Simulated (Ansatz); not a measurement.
Level of theory: DFT PBE, scalar-relativistic, plane waves, PAW (Ansatz). Settings: cutoff 420 eV, Γ-centred meshes spaced at most about 0.3 Å⁻¹ (2π included), Gaussian smearing. No spin polarisation in the final relaxations.

These are static total energies at zero pressure. All come from trial cells, and lower structures may exist.

Task: Order these relaxed structures of MgCd2S3 by energy, lowest first, with the energy over the lowest of them.
A.

Space group P3m1 (No. 156). a = 4.139 Å, b = 4.139 Å, c = 10.121 Å, α = 90.00°, β = 90.00°, γ = 120.00°
| atom | site | symmetry | x | y | z |
| --- | --- | --- | --- | --- | --- |
| Mg | 1a | 3m. | 0.0000 | 0.0000 | 0.3313 |
| Cd | 1b | 3m. | 0.3333 | 0.6667 | 0.0053 |
| Cd | 1c | 3m. | 0.6667 | 0.3333 | 0.6633 |
| S | 1c | 3m. | 0.6667 | 0.3333 | 0.9164 |
| S | 1a | 3m. | 0.0000 | 0.0000 | 0.5748 |
| S | 1b | 3m. | 0.3333 | 0.6667 | 0.2590 |

B.

Space group P-3m1 (No. 164). a = 3.826 Å, b = 3.826 Å, c = 9.379 Å, α = 90.00°, β = 90.00°, γ = 120.00°
| atom | site | symmetry | x | y | z |
| --- | --- | --- | --- | --- | --- |
| Mg | 1a | -3m. | 0.0000 | 0.0000 | 0.0000 |
| Cd | 2d | 3m. | 0.3333 | 0.6667 | 0.6712 |
| S | 1b | -3m. | 0.0000 | 0.0000 | 0.5000 |
| S | 2d | 3m. | 0.3333 | 0.6667 | 0.1558 |

Result: A (0 meV/atom), B (95 meV/atom). Forms: A Mg and Cd ordered on zinc blende sites, P3m1; B Mg and Cd ordered on rock salt sites, P-3m1. Counting S atoms around Cd and Mg (those within 1.25 times the shortest such distance or 1.15 times the sum of covalent radii, 1.27 where that leaves under three): A has Mg 4, Cd 4; B has Mg 6, Cd 6.

With atoms moved at random, P3m1 came back. Other cells relaxed within their symmetry can be saddle points. Some structure types and database cells were kept out of the candidates from the start, so a known form may be missing.
